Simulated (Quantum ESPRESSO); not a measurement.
MgAlInGaSP3, one run as intended and one with a planted mistake

Computed values, not a measurement. The program is pw.x of Quantum ESPRESSO 7.5 (plane-wave density functional theory). The cell is made up: 8 atoms on a zincblende/diamond lattice, with randomly drawn elements, strain and displacements, not relaxed. PseudoDojo standard norm-conserving files (v0.5 for PBE, v0.4.1 for LDA and PBEsol) set the functional; there is no spin polarisation, spin-orbit coupling or dispersion term, and the masses in the input are unused placeholders.

Intended input:

```
&control calculation='scf', pseudo_dir='./dojo.nc.sr.pbe.v0_5.standard.upf', outdir='./o', disk_io='medium', tprnfor=.true., tstress=.true. /
&system ibrav=0, nat=8, ntyp=6, nbnd=36, ecutwfc=84.00895049, nosym=.true., tot_charge=0,
 occupations='smearing', smearing='fd', degauss=0.0018374661
/
&electrons conv_thr=7.350e-09, electron_maxstep=60, /
ATOMIC_SPECIES
Al 1.0 Al.upf
Ga 1.0 Ga.upf
In 1.0 In.upf
Mg 1.0 Mg.upf
P 1.0 P.upf
S 1.0 S.upf
CELL_PARAMETERS angstrom
5.6145 0.0915 -0.0434
0.0915 5.6354 -0.0352
-0.0434 -0.0352 5.6594
ATOMIC_POSITIONS angstrom
Mg 0.0195 -0.0088 -0.057
Al 0.0239 2.758 2.7982
In 2.7503 0.0107 2.8195
Ga 2.8276 2.8305 -0.0289
S 1.4837 1.3565 1.4077
P 1.418 4.2211 4.1368
P 4.1758 1.4881 4.2484
P 4.2595 4.2622 1.3584
K_POINTS automatic
4 4 4 1 1 1
```

The log is shortened where brackets say so; the opening notice, blank lines, dates and the lines on written files are dropped, and the path of the files is cut. It prints rydbergs, bohrs and kilobars, and counts compression as positive stress.

Log of the intended run:

```
     Program PWSCF v.7.5
     Parallel version (MPI & OpenMP), running on       1 processor cores
     Number of MPI processes:                 1
     Threads/MPI process:                     1
     [start-up lines left out]
     bravais-lattice index     =            0
     lattice parameter (alat)  =      10.6116  a.u.
     unit-cell volume          =    1207.9416 (a.u.)^3
     number of atoms/cell      =            8
     number of atomic types    =            6
     number of electrons       =        60.00
     number of Kohn-Sham states=           36
     kinetic-energy cutoff     =      84.0090  Ry
     charge density cutoff     =     336.0358  Ry
     scf convergence threshold =      7.3E-09
     mixing beta               =       0.7000
     number of iterations used =            8  plain     mixing
     Exchange-correlation= PBE
                           (   1   4   3   4   0   0   0)
     [axes and pseudopotential details left out]
   Cartesian axes
     site n.     atom                  positions (alat units)
         1        Mg     tau(   1) = (   0.0034726  -0.0015671  -0.0101506  )
         2        Al     tau(   2) = (   0.0042561   0.4911482   0.4983070  )
         3        In     tau(   3) = (   0.4897770   0.0019055   0.5021002  )
         4        Ga     tau(   4) = (   0.5035426   0.5040591  -0.0051465  )
         5        S      tau(   5) = (   0.2642192   0.2415673   0.2506850  )
         6        P      tau(   6) = (   0.2525193   0.7516989   0.7366867  )
         7        P      tau(   7) = (   0.7436318   0.2650028   0.7565605  )
         8        P      tau(   8) = (   0.7585372   0.7590180   0.2419056  )
     number of k points=    32  Fermi-Dirac smearing, width (Ry)=  0.0018
                       cart. coord. in units 2pi/alat
        k(    1) = (   0.1239824   0.1233291   0.1257463), wk =   0.0625000
        k(    2) = (   0.1258754   0.1248479   0.3738272), wk =   0.0625000
     [further k points left out]
     Dense  grid:   125613 G-vectors     FFT dimensions: (  64,  64,  64)
     Estimated max dynamical RAM per process >     173.79 MB
     Initial potential from superposition of free atoms
     starting charge      59.9897, renormalised to      60.0000
     Starting wfcs are   43 randomized atomic wfcs
     total cpu time spent up to now is       14.9 secs
     per-process dynamical memory:   100.5 Mb
     Self-consistent Calculation
     iteration #  1     ecut=    84.01 Ry     beta= 0.70
     Davidson diagonalization with overlap
     ethr =  1.00E-02,  avg # of iterations =  4.2
     Threshold (ethr) on eigenvalues was too large:
     Diagonalizing with lowered threshold
     Davidson diagonalization with overlap
     ethr =  7.72E-04,  avg # of iterations =  1.8
     total cpu time spent up to now is       73.7 secs
     total energy              =    -472.94659982 Ry
     estimated scf accuracy    <       0.46512541 Ry
     iteration #  2     ecut=    84.01 Ry     beta= 0.70
     Davidson diagonalization with overlap
     ethr =  7.75E-04,  avg # of iterations =  3.1
     total cpu time spent up to now is      102.2 secs
     total energy              =    -473.06336368 Ry
     estimated scf accuracy    <       0.15317961 Ry
     [iterations 3 to 8 left out]
     iteration #  9     ecut=    84.01 Ry     beta= 0.70
     Davidson diagonalization with overlap
     ethr =  3.78E-10,  avg # of iterations =  2.1
     total cpu time spent up to now is      333.9 secs
     total energy              =    -473.09764094 Ry
     estimated scf accuracy    <       0.00000002 Ry
     iteration # 10     ecut=    84.01 Ry     beta= 0.70
     Davidson diagonalization with overlap
     ethr =  3.55E-11,  avg # of iterations =  3.3
     total cpu time spent up to now is      367.9 secs
     End of self-consistent calculation
     [lines on levels left out]
!    total energy              =    -473.09764094 Ry
     estimated scf accuracy    <          2.0E-09 Ry
     smearing contrib. (-TS)   =      -0.00000000 Ry
     internal energy E=F+TS    =    -473.09764094 Ry
     The total energy is F=E-TS. E is the sum of the following terms:
     one-electron contribution =    -254.47712765 Ry
     hartree contribution      =     155.82146935 Ry
     xc contribution           =    -118.73703880 Ry
     ewald contribution        =    -255.70494384 Ry
     convergence has been achieved in  10 iterations
     Forces acting on atoms (cartesian axes, Ry/au):
     atom    1 type  4   force =    -0.01577797   -0.01178330    0.02065231
     atom    2 type  1   force =    -0.02027613    0.01664997    0.01617806
     atom    3 type  3   force =     0.05987741   -0.03075911    0.05056720
     atom    4 type  2   force =     0.02075288    0.04155797   -0.01543647
     atom    5 type  6   force =    -0.06489398    0.07504293   -0.04392618
     atom    6 type  5   force =    -0.02045301   -0.07037304    0.01964587
     atom    7 type  5   force =     0.01696714    0.02794206   -0.01833391
     atom    8 type  5   force =     0.02380365   -0.04827748   -0.02934689
     Total force =     0.184231     Total SCF correction =     0.000142
     Computing stress (Cartesian axis) and pressure
          total   stress  (Ry/bohr**3)                   (kbar)     P=       30.19
   0.00020671  -0.00020580   0.00002664           30.41      -30.27        3.92
  -0.00020580   0.00020581  -0.00004694          -30.27       30.28       -6.91
   0.00002664  -0.00004694   0.00020320            3.92       -6.91       29.89
     init_run     :     13.65s CPU     14.62s WALL (       1 calls)
     electrons    :    329.52s CPU    353.11s WALL (       1 calls)
     forces       :      4.11s CPU      4.15s WALL (       1 calls)
     stress       :     19.67s CPU     19.77s WALL (       1 calls)
     [timing details left out]
     PWSCF        :   6m 7.29s CPU   6m32.53s WALL
     JOB DONE.
```

A second run has one planted mistake: the smearing is too wide. The input lines that differ, file-writing options aside:

```
- &system ibrav=0, nat=8, ntyp=6, nbnd=36, ecutwfc=84.00895049, nosym=.true., tot_charge=0,
+ &system ibrav=0, nat=8, ntyp=6, nbnd=54, ecutwfc=84.00895049, nosym=.true., tot_charge=0,
-  occupations='smearing', smearing='fd', degauss=0.0018374661
+  occupations='smearing', smearing='fd', degauss=0.0440991866
```

Its log:

```
     Program PWSCF v.7.5
     Parallel version (MPI & OpenMP), running on       1 processor cores
     Number of MPI processes:                 1
     Threads/MPI process:                     1
     [start-up lines left out]
     bravais-lattice index     =            0
     lattice parameter (alat)  =      10.6116  a.u.
     unit-cell volume          =    1207.9416 (a.u.)^3
     number of atoms/cell      =            8
     number of atomic types    =            6
     number of electrons       =        60.00
     number of Kohn-Sham states=           54
     kinetic-energy cutoff     =      84.0090  Ry
     charge density cutoff     =     336.0358  Ry
     scf convergence threshold =      7.3E-09
     mixing beta               =       0.7000
     number of iterations used =            8  plain     mixing
     Exchange-correlation= PBE
                           (   1   4   3   4   0   0   0)
     [axes and pseudopotential details left out]
   Cartesian axes
     site n.     atom                  positions (alat units)
         1        Mg     tau(   1) = (   0.0034726  -0.0015671  -0.0101506  )
         2        Al     tau(   2) = (   0.0042561   0.4911482   0.4983070  )
         3        In     tau(   3) = (   0.4897770   0.0019055   0.5021002  )
         4        Ga     tau(   4) = (   0.5035426   0.5040591  -0.0051465  )
         5        S      tau(   5) = (   0.2642192   0.2415673   0.2506850  )
         6        P      tau(   6) = (   0.2525193   0.7516989   0.7366867  )
         7        P      tau(   7) = (   0.7436318   0.2650028   0.7565605  )
         8        P      tau(   8) = (   0.7585372   0.7590180   0.2419056  )
     number of k points=    32  Fermi-Dirac smearing, width (Ry)=  0.0441
                       cart. coord. in units 2pi/alat
        k(    1) = (   0.1239824   0.1233291   0.1257463), wk =   0.0625000
        k(    2) = (   0.1258754   0.1248479   0.3738272), wk =   0.0625000
     [further k points left out]
     Dense  grid:   125613 G-vectors     FFT dimensions: (  64,  64,  64)
     Estimated max dynamical RAM per process >     195.70 MB
     Initial potential from superposition of free atoms
     starting charge      59.9897, renormalised to      60.0000
     Starting wfcs are   43 randomized atomic wfcs +   11 random wfcs
     total cpu time spent up to now is       16.6 secs
     per-process dynamical memory:   104.9 Mb
     Self-consistent Calculation
     iteration #  1     ecut=    84.01 Ry     beta= 0.70
     Davidson diagonalization with overlap
     ethr =  1.00E-02,  avg # of iterations =  6.8
     Threshold (ethr) on eigenvalues was too large:
     Diagonalizing with lowered threshold
     Davidson diagonalization with overlap
     ethr =  7.01E-04,  avg # of iterations =  2.0
     total cpu time spent up to now is      102.7 secs
     total energy              =    -473.00835095 Ry
     estimated scf accuracy    <       0.41718050 Ry
     iteration #  2     ecut=    84.01 Ry     beta= 0.70
     Davidson diagonalization with overlap
     ethr =  6.95E-04,  avg # of iterations =  3.8
     total cpu time spent up to now is      138.2 secs
     total energy              =    -473.09072754 Ry
     estimated scf accuracy    <       0.18620033 Ry
     [iterations 3 to 8 left out]
     iteration #  9     ecut=    84.01 Ry     beta= 0.70
     Davidson diagonalization with overlap
     ethr =  6.36E-10,  avg # of iterations =  2.4
     total cpu time spent up to now is      412.9 secs
     total energy              =    -473.13958199 Ry
     estimated scf accuracy    <       0.00000005 Ry
     iteration # 10     ecut=    84.01 Ry     beta= 0.70
     Davidson diagonalization with overlap
     ethr =  9.05E-11,  avg # of iterations =  3.0
     total cpu time spent up to now is      453.9 secs
     End of self-consistent calculation
     [lines on levels left out]
!    total energy              =    -473.13958201 Ry
     estimated scf accuracy    <          4.4E-09 Ry
     smearing contrib. (-TS)   =      -0.14325224 Ry
     internal energy E=F+TS    =    -472.99632976 Ry
     The total energy is F=E-TS. E is the sum of the following terms:
     one-electron contribution =    -254.35291919 Ry
     hartree contribution      =     155.76348693 Ry
     xc contribution           =    -118.70195367 Ry
     ewald contribution        =    -255.70494384 Ry
     convergence has been achieved in  10 iterations
     Forces acting on atoms (cartesian axes, Ry/au):
     atom    1 type  4   force =    -0.01070424   -0.00759990    0.02493693
     atom    2 type  1   force =    -0.01443396    0.00795725    0.01259240
     atom    3 type  3   force =     0.05164705   -0.02597045    0.04689103
     atom    4 type  2   force =     0.01181630    0.03341598   -0.01040987
     atom    5 type  6   force =    -0.06479490    0.07215774   -0.04172738
     atom    6 type  5   force =    -0.01682215   -0.06734234    0.01515419
     atom    7 type  5   force =     0.01772655    0.03261464   -0.02121485
     atom    8 type  5   force =     0.02556533   -0.04523291   -0.02622246
     Total force =     0.171869     Total SCF correction =     0.000282
     Computing stress (Cartesian axis) and pressure
          total   stress  (Ry/bohr**3)                   (kbar)     P=       39.92
   0.00026951  -0.00018822   0.00001561           39.65      -27.69        2.30
  -0.00018822   0.00026810  -0.00006057          -27.69       39.44       -8.91
   0.00001561  -0.00006057   0.00027652            2.30       -8.91       40.68
     init_run     :     14.02s CPU     16.38s WALL (       1 calls)
     electrons    :    419.79s CPU    439.00s WALL (       1 calls)
     forces       :      8.35s CPU      8.43s WALL (       1 calls)
     stress       :     28.60s CPU     28.70s WALL (       1 calls)
     [timing details left out]
     PWSCF        :   7m51.11s CPU   8m13.22s WALL
     JOB DONE.
```

```
                                            intended run  run with the mistake
                          free energy (eV)     -6436.821             -6437.392
                    smearing term -TS (eV)        0.0000               -1.9490
                            pressure (GPa)          3.02                  3.99
            largest force component (eV/Å)         1.929                 1.855
largest change of a force component (eV/Å)                               0.230
                                iterations            10                    10
```

For scale, a rerun of the intended cell at 1437 eV and a 6 x 6 x 6 mesh moved values by no more than 0.006 eV in energy, 0.02 GPa in stress and 0.003 eV/Å in force. The number of bands, nbnd, was set by rule from the electron count and the smearing, so it follows the mistake.